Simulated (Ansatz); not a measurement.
Ag2S:
Space group P2₁2₁2₁ (No. 19); a = 4.3666 Å, b = 6.7611 Å, c = 7.0677 Å, α = β = γ = 90.00°

| atom | site | symmetry | x | y | z |
|---|---|---|---|---|---|
| Ag | 4a | 1 | 0.4932 | 0.2278 | 0.1390 |
| Ag | 4a | 1 | 0.1618 | 0.3855 | 0.4596 |
| S | 4a | 1 | 0.1217 | 0.0045 | 0.3378 |

Relaxed with PBEsol.

Task: Which orbitals make up the states near the Fermi level in the program Ansatz at the PBEsol level (PAW)?

Result: Within 0.5 eV of the Fermi level: S 3p 61 %, Ag 4d 31 %. Projections are on Löwdin-orthogonalised atomic valence shells; empty p or d shells of many metals are not among them.

Task: Tabulate the density of states.

Result: States/eV per cell of 12 atoms, in 0.25 eV bins, energy from the Fermi level.

| E (eV) | total | Ag 4d | S 3p | Ag 5s |
|---|---|---|---|---|
| -7.85 | 0.00 | 0.00 | 0.00 | 0.00 |
| -7.60 | 0.00 | 0.00 | 0.00 | 0.00 |
| -7.35 | 0.00 | 0.00 | 0.00 | 0.00 |
| -7.10 | 0.00 | 0.00 | 0.00 | 0.00 |
| -6.85 | 0.00 | 0.00 | 0.00 | 0.00 |
| -6.60 | 0.35 | 0.09 | 0.14 | 0.11 |
| -6.35 | 13.46 | 4.57 | 5.52 | 3.17 |
| -6.10 | 11.71 | 5.18 | 4.48 | 1.87 |
| -5.85 | 14.78 | 8.27 | 5.19 | 1.17 |
| -5.60 | 21.92 | 13.68 | 7.09 | 0.94 |
| -5.35 | 10.13 | 6.89 | 2.78 | 0.37 |
| -5.10 | 23.56 | 17.72 | 4.85 | 0.75 |
| -4.85 | 24.08 | 21.22 | 1.92 | 0.69 |
| -4.60 | 25.14 | 22.73 | 1.46 | 0.67 |
| -4.35 | 27.79 | 25.45 | 1.40 | 0.61 |
| -4.10 | 29.18 | 26.96 | 1.37 | 0.53 |
| -3.85 | 32.21 | 29.97 | 1.36 | 0.51 |
| -3.60 | 29.97 | 28.15 | 1.03 | 0.44 |
| -3.35 | 28.04 | 26.33 | 0.89 | 0.39 |
| -3.10 | 26.36 | 24.38 | 1.10 | 0.38 |
| -2.85 | 17.61 | 14.74 | 1.83 | 0.60 |
| -2.60 | 13.34 | 9.51 | 2.37 | 0.86 |
| -2.35 | 3.58 | 2.14 | 0.93 | 0.29 |
| -2.10 | 7.01 | 3.80 | 2.28 | 0.54 |
| -1.85 | 8.23 | 3.94 | 3.17 | 0.63 |
| -1.60 | 8.59 | 3.62 | 3.96 | 0.54 |
| -1.35 | 7.25 | 2.88 | 3.51 | 0.47 |
| -1.10 | 6.48 | 2.45 | 3.35 | 0.42 |
| -0.85 | 9.41 | 3.32 | 5.27 | 0.46 |
| -0.60 | 10.57 | 3.56 | 6.25 | 0.40 |
| -0.35 | 4.53 | 1.44 | 2.80 | 0.14 |
| -0.10 | 0.73 | 0.23 | 0.47 | 0.01 |
| 0.15 | 0.23 | 0.05 | 0.12 | 0.04 |
| 0.40 | 0.33 | 0.05 | 0.14 | 0.08 |
| 0.65 | 0.48 | 0.06 | 0.19 | 0.14 |
| 0.90 | 0.75 | 0.08 | 0.28 | 0.25 |
| 1.15 | 1.66 | 0.14 | 0.46 | 0.71 |
| 1.40 | 3.30 | 0.26 | 0.78 | 1.55 |
| 1.65 | 4.61 | 0.33 | 0.96 | 2.33 |
| 1.90 | 3.79 | 0.26 | 0.85 | 1.81 |
| 2.15 | 3.61 | 0.23 | 0.80 | 1.67 |
| 2.40 | 3.58 | 0.21 | 0.73 | 1.62 |
| 2.65 | 6.27 | 0.37 | 1.33 | 2.89 |
| 2.90 | 4.56 | 0.27 | 1.09 | 2.13 |
| 3.15 | 4.91 | 0.26 | 1.20 | 2.17 |
| 3.40 | 6.18 | 0.28 | 1.36 | 2.69 |
| 3.65 | 4.40 | 0.17 | 0.85 | 1.74 |
| 3.90 | 5.66 | 0.20 | 1.01 | 2.00 |
| 4.15 | 6.13 | 0.19 | 1.09 | 1.91 |
| 4.40 | 3.10 | 0.09 | 0.54 | 0.90 |
| 4.65 | 1.65 | 0.04 | 0.19 | 0.45 |
| 4.90 | 3.22 | 0.07 | 0.25 | 0.83 |

Space group P2_12_12_1. The first step of the workflow began from a Materials Project structure, measured or hypothetical; the Crystallography Open Database copy checked does not list it. COD files the formula under space group No. 4, 14. Whether it is the stable phase at ambient conditions was not checked. The cell was relaxed with PBEsol under the symmetry of its start; its stability against distortions is not shown here. No spin polarisation was allowed. A small band overlap can be real or an error of a semilocal functional. Scalar-relativistic: spin–orbit coupling is off unless named, which matters more the heavier the elements.

Potentials: the later of the program's two PAW sets.
